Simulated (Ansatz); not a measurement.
BN: computed property card

BN:
```
CELL_PARAMETERS angstrom
      4.44033     0.00000     0.00000
      0.00000     4.44033     0.00000
      0.00000     0.00000     4.44033
ATOMIC_POSITIONS crystal
  B  0.25000 0.00000 0.50000
  B  0.50000 0.25000 0.00000
  B  0.50000 0.75000 0.00000
  B  0.75000 0.00000 0.50000
  B  0.00000 0.50000 0.75000
  B  0.00000 0.50000 0.25000
  N  0.25000 0.50000 0.00000
  N  0.00000 0.25000 0.50000
  N  0.00000 0.75000 0.50000
  N  0.75000 0.50000 0.00000
  N  0.50000 0.00000 0.75000
  N  0.50000 0.00000 0.25000
```

Space group Pm-3n (No. 223); conventional cell a = b = c = 4.440 Å, α = β = γ = 90.00°.

Method: the program Ansatz at the PBE level (PAW). Structure relaxed to zero pressure with the same functional. Other levels are named where they apply.

### Cell and energy

- Volume per atom = 7.30 Å³
- Density = 2.82 g/cm³
- Formation energy from the elements (no fitted shifts) = -0.91 eV/atom

### Electronic structure

* **Band gap**: 4.55 eV (indirect)
* **Valence-band maximum**: at Γ
* **Conduction-band minimum**: on the Γ–X line, 84 % of the way from Γ (6 equivalent valleys)
* **Smallest direct gap on the standard path**: 4.98 eV
* **Electron effective mass**: 0.54, 0.54, 0.65 mₑ (principal values)
* **Hole effective mass, band 1 of 3 at the edge**: 2.6 along [100], 2.6 along [110], 0.76 along [111] (mₑ)
* **Hole effective mass, band 2 of 3 at the edge**: 2.6 along [100], 0.56 along [110], 0.76 along [111] (mₑ)
* **Hole effective mass, band 3 of 3 at the edge**: 0.27 along [100], 0.44 along [110], 0.55 along [111] (mₑ)

### Mechanics

- Bulk modulus (Birch–Murnaghan fit) = 292 GPa
- Pressure derivative B′ = 3.7

The start of the workflow was typed in or built on a structure type; neither database checked (COD, Materials Project) lists it. It is not the phase usual at ambient conditions (space group No. 186, 194, 216). Symmetry was held in the PBE relaxation; whether a distortion lowers the energy is not shown. The references are the lowest solids computed at this level, not always the standard phases (solids in place of the gases).

Potentials: the later of the program's two PAW sets.
